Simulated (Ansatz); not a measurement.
An Ansatz (a program for electronic structure) run. Input:

Ansatz 0.2 input:
```yaml
crystal:
  lattice:
    - [-2.473098711, 2.473098711, 7.9016133178]
    - [2.473098711, -2.473098711, 7.9016133178]
    - [2.473098711, 2.473098711, -7.9016133178]
  atoms:
    - { symbol: Ba, position: [0.3578181132, 0.3578181132, 0.0] }
    - { symbol: Ba, position: [0.6421818868, 0.6421818868, 0.0] }
    - { symbol: Hf, position: [0.0, 0.0, 0.0] }
    - { symbol: S, position: [0.5, 0.0, 0.5] }
    - { symbol: S, position: [0.0, 0.5, 0.5] }
    - { symbol: S, position: [0.8378805609, 0.8378805609, 0.0] }
    - { symbol: S, position: [0.1621194391, 0.1621194391, 0.0] }
kpoints:
  mp_grid: { grid: [5, 5, 5] }
hamiltonian:
  xc: hse06
  pseudopotentials: { kind: paw }
scf:
  n_extra_bands: 7
  occupations: { method: fixed }
output:
  eigenvalues: true
  eigenstates:
    e_range: [-9.0, 9.8]
    kpoints:
      - [0.0, 0.0, 0.5]  # VBM
      - [0.0, 0.0, 0.0]  # CBM
```

Output (shortened):

```
basis.fft_grid_basis auto: the FFT boxes are laid along the combinations [[1, 0, 1], [0, 1, 1], [0, 0, 1]] of the cell's own vectors, 4.946, 4.946 and 8.641 Å …
Pseudopotential: Ba, paw, valence charge 10
Pseudopotential: Hf, paw, valence charge 26
Pseudopotential: S, paw, valence charge 6
Functional definition: HSE06
davidson cushion auto → on  (no smearing: the cushion is to keep the highest requested band from converging to the state above it …
Crystal: 7 atoms, lattice volume = 193.312 Å³
Basis set: ecut = 420 eV, 3807 PW (Γ), FFT grids on a1+a3, a2+a3, a3
Bands: 42, of which v1, the nominal top of the filled ones, is band 35 counted from 1 (34 counted from 0)
Symmetry: 16 space group operations
Space group: I4/mmm (ITA 139), of the structure as read, at distance tolerance 5.8e-5 Å
k-points: 18 of 125
SCF iter   1: F=—  HF=-31242.314129 eV  |F-HF|=—  |Δ(HF+E_count)|=         —  Δρ=1.35e-3  dr2=4.65e-3  ethr=1.77e-3  ⟨swp⟩=13.9  Hψ=3975  notcnv=0
preconditioner: auto → none
SCF iter   2: F=—  HF=-31242.318051 eV  |F-HF|=—  |Δ(HF+E_count)|=   3.92e-3  Δρ=8.48e-4  dr2=1.68e-3  ethr=6.64e-6  ⟨swp⟩=7.9  Hψ=3322  notcnv=0  defer=15
SCF iter   3: F=—  HF=-31242.317783 eV  |F-HF|=—  |Δ(HF+E_count)|=   2.67e-4  Δρ=4.26e-4  dr2=1.99e-4  ethr=2.39e-6  ⟨swp⟩=5.3  Hψ=2268  notcnv=0  defer=3
SCF iter   4: F=—  HF=-31242.318052 eV  |F-HF|=—  |Δ(HF+E_count)|=   2.68e-4  Δρ=1.80e-4  dr2=1.98e-4  ethr=2.84e-7  ⟨swp⟩=5.3  Hψ=2267  notcnv=0  defer=6
iter 5 solved again at ethr=2.25e-9 eV; its pass at ethr=2.84e-7 eV (dr2=1.57e-6 eV) is discarded
SCF iter   5: F=-31242.318052 eV  HF=-31242.318048 eV  |F-HF|=3.11e-6  |Δ(HF+E_count)|=   3.30e-6  Δρ=4.14e-5  dr2=1.76e-6  ethr=2.25e-9  ⟨swp⟩=5.9  Hψ=5099  notcnv=0
SCF 1 stopped early in 5 iterations: F = -31242.318052 eV  dr2 = 1.76e-6
Crystal: 7 atoms, lattice volume = 193.312 Å³
Exchange kernel: α = 0.2500, screened, ω = 0.2079 Å⁻¹, Wigner–Seitz truncation, v(0) = 1046.8663 eV·Å³, q-mesh 5×5×5, nearest image of the exchange supercell L …
Frozen-core exchange: fock
SCF iter   1: F=—  HF=-31255.298264 eV  |F-HF|=—  |Δ(HF+E_count)|=         —  Δρ=4.42e-3  dr2=7.10e-2  ethr=2.51e-8  ⟨swp⟩=13.5  Hψ=6505  notcnv=0
preconditioner: auto → none
SCF iter   2: F=—  HF=-31255.235902 eV  |F-HF|=—  |Δ(HF+E_count)|=   6.24e-2  Δρ=2.27e-3  dr2=1.84e-2  ethr=2.51e-8  ⟨swp⟩=10.0  Hψ=5370  notcnv=0
SCF iter   3: F=—  HF=-31255.232944 eV  |F-HF|=—  |Δ(HF+E_count)|=   2.96e-3  Δρ=1.04e-3  dr2=6.35e-3  ethr=2.51e-8  ⟨swp⟩=8.7  Hψ=4391  notcnv=0
SCF iter   4: F=—  HF=-31255.255902 eV  |F-HF|=—  |Δ(HF+E_count)|=   2.30e-2  Δρ=8.78e-4  dr2=2.33e-3  ethr=2.51e-8  ⟨swp⟩=8.4  Hψ=4590  notcnv=0
SCF iter   5: F=—  HF=-31255.254803 eV  |F-HF|=—  |Δ(HF+E_count)|=   1.10e-3  Δρ=2.97e-4  dr2=2.14e-4  ethr=2.51e-8  ⟨swp⟩=6.4  Hψ=3448  notcnv=0
SCF iter   6: F=—  HF=-31255.254701 eV  |F-HF|=—  |Δ(HF+E_count)|=   1.02e-4  Δρ=9.91e-5  dr2=6.78e-5  ethr=2.51e-8  ⟨swp⟩=4.4  Hψ=2642  notcnv=0
SCF iter   7: F=—  HF=-31255.255199 eV  |F-HF|=—  |Δ(HF+E_count)|=   4.99e-4  Δρ=1.22e-4  dr2=8.06e-5  ethr=2.20e-8  ⟨swp⟩=5.7  Hψ=3120  notcnv=0
SCF iter   8: F=-31255.255172 eV  HF=-31255.255174 eV  |F-HF|=2.19e-6  |Δ(HF+E_count)|=   2.50e-5  Δρ=2.46e-5  dr2=3.28e-6  ethr=2.20e-8  ⟨swp⟩=4.9  Hψ=2706  notcnv=0
SCF 2 stopped early in 8 iterations: F = -31255.255172 eV  dr2 = 3.28e-6
hybrid outer 1: dexx = +2.610e-2 eV, tail = 1.28e-3 eV
Crystal: 7 atoms, lattice volume = 193.312 Å³
Exchange kernel: α = 0.2500, screened, ω = 0.2079 Å⁻¹, Wigner–Seitz truncation, v(0) = 1046.8663 eV·Å³, q-mesh 5×5×5, nearest image of the exchange supercell L …
Frozen-core exchange: fock
SCF iter   1: F=—  HF=-31255.254741 eV  |F-HF|=—  |Δ(HF+E_count)|=         —  Δρ=4.64e-5  dr2=6.15e-6  ethr=9.12e-6  ⟨swp⟩=2.0  Hψ=1674  notcnv=0
preconditioner: auto → none
SCF iter   2: F=—  HF=-31255.254744 eV  |F-HF|=—  |Δ(HF+E_count)|=   3.19e-6  Δρ=2.45e-5  dr2=1.49e-6  ethr=8.30e-9  ⟨swp⟩=5.8  Hψ=2849  notcnv=0
iter 3 solved again at ethr=7.02e-11 eV; its pass at ethr=1.92e-9 eV (dr2=4.92e-8 eV) is discarded
SCF iter   3: F=-31255.254744 eV  HF=-31255.254744 eV  |F-HF|=1.00e-9  |Δ(HF+E_count)|=   3.92e-7  Δρ=9.04e-6  dr2=7.97e-8  ethr=7.02e-11  ⟨swp⟩=5.0  Hψ=4110  notcnv=0
SCF 3 converged in 3 iterations: F = -31255.254744 eV  dr2 = 7.97e-8
hybrid outer 2: dexx = +2.161e-6 eV, tail = 2.46e-7 eV, Δε = 8.34e-3 eV (about 4.50e-4 eV left of the loop's levels)
the search or the solves at the SCF's close seem to have found levels that the self-consistency loop had missed (the run counts 1) …
NSCF: frozen V_eff on 2 k-points
hybrid SCF converged: 2 outer / 11 inner (+5 warm-up), last move |dexx| = 2.16e-6 eV, tail = 2.46e-7 eV
Stability not checked (fock_operator)
Free energy (F): -31255.254744 eV
Frozen-core exchange: fock
Harris-Foulkes:  -31255.254744 eV  (|F-HF|=1.00e-9)
Internal energy: -31255.254744 eV  (E = F + TS)
E sigma→0 (E₀):  -31255.254744 eV
Fermi energy:    6.840413 eV
--- Per-component energies (eV) ---
  E_band       = -464.745071
  E_kinetic    = 1182.473165
  E_local      = -10253.223607  (includes V_loc(G=0)·N_el)
  E_nonlocal   = -1033.340037
  E_hartree    = 4651.684404
  E_xc         = -821.209982
  E_vxc        = -711.937634  (∫ρ·V_xc dr)
  E_exx        = -198.561466  (= α·E_x^exact, valence–valence)
  E_paw        = -19785.592934  (= ΣΔE_a)
  E_vpaw       = 1445.031311  (= ΣTr[D̂ρ^β])
  E_aug_tail   = 0.000002  (compensation charges beyond the density's cutoff)
  E_ewald      = -4997.966463
  E_core_change = 0.482174  (= ΣΔE_core)
  E_smearing   =  0.000000  (= −TS)
  E_closure    =  0.000000  (closes the sum)
  Σ components = -31255.254744   (vs F -31255.254744, Δ=0.00e0)
  [band-id]    e_kinetic+e_local+e_nonlocal+2·e_hartree+e_vxc+2·e_exx+e_vpaw+e_augmentation_tail = -464.750923   (vs E_band -464.745071, Δ=-5.85e-3)
--- Band table (eV; the first three rows and the last of 18) ---
  k-point 0: bands = ["-58.1470", "-25.5010", "-25.5010", "-25.3237", "-21.5413", "-21.5195", "-8.1055", "-8.1055", "-8.0860", "-8.0804", "-8.0686", "-8.0659", "-8.0659", "-7.3186", "-5.9475", "-5.8975", "-5.8542", "-5.6692", "-5.6692", "-5.6527", "-5.6527", …
  k-point 1: bands = ["-58.1470", "-25.5047", "-25.5046", "-25.3229", "-21.5352", "-21.5183", "-8.1178", "-8.1134", "-8.0862", "-8.0798", "-8.0696", "-8.0684", "-8.0684", "-7.0201", "-6.2264", "-6.1692", "-6.0304", "-5.7207", "-5.6250", "-5.3092", "-5.2689", …
  k-point 2: bands = ["-58.1470", "-25.5106", "-25.5106", "-25.3215", "-21.5261", "-21.5163", "-8.1303", "-8.1289", "-8.0864", "-8.0787", "-8.0708", "-8.0706", "-8.0680", "-6.5090", "-6.3534", "-6.1482", "-5.9744", "-5.8036", "-5.6875", "-5.0429", "-5.0012", …
  k-point 17: bands = ["-58.1470", "-25.5051", "-25.5005", "-25.3233", "-21.5286", "-21.5284", "-8.1163", "-8.1050", "-8.0861", "-8.0801", "-8.0694", "-8.0690", "-8.0658", "-7.2697", "-6.1171", "-6.0940", "-5.6929", "-5.6788", "-5.6103", "-5.5353", "-5.3166", …
```

Cost: very roughly 9 core-minutes on shared cores.

The points marked VBM and CBM come from a semilocal run.

The workflow started from a Materials Project entry (that database holds measured and hypothetical structures alike); the Crystallography Open Database copy checked does not list it. Whether it is the stable phase at ambient conditions was not checked. The cell was relaxed with r²SCAN under the symmetry of its start; whether a distortion lowers the energy is not shown. No spin polarisation was allowed. Spin–orbit coupling is left out wherever it is not named.

Potentials: the later of the program's two PAW sets.

Ansatz is a plane-wave DFT program.
